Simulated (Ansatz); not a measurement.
GaN in space group P6_3mc (No. 186; Ga on 2a, Ga on 2b, N on 2a, N on 2b), LDA in the plane-wave PAW code Ansatz, all energies at zero smearing, with the estimated change up to a 700 eV cutoff added, with one set of potentials and settings (totals compare only within such a set). Cell of 8 atoms (4 Ga, 4 N): -16328.396 eV.

```csv
element,reference phase,E (eV/atom)
Ga,"Cmce, 4 atoms in the cell",-3706.9815
N,"P4_2/mnm, 4 atoms in the cell",-373.6497
```

Formation energy per atom, worked out: (-16328.396 − 4×(-3706.9815) − 4×(-373.6497))/8 = -0.734 eV/atom (-71 kJ per mol of atoms), at 0 K, without zero-point energy or fitted corrections.

A made-up cell: these elements were put on the sites of a structure type. Its sites differ from those of the usual phase in this space group: another stacking or structure type. The LDA relaxation kept the symmetry of its start; phonons on a q-mesh show no instability. The references are the lowest solids computed at this level, not always the standard phases (solids in place of the gases).

Potentials: the later of the program's two PAW sets.
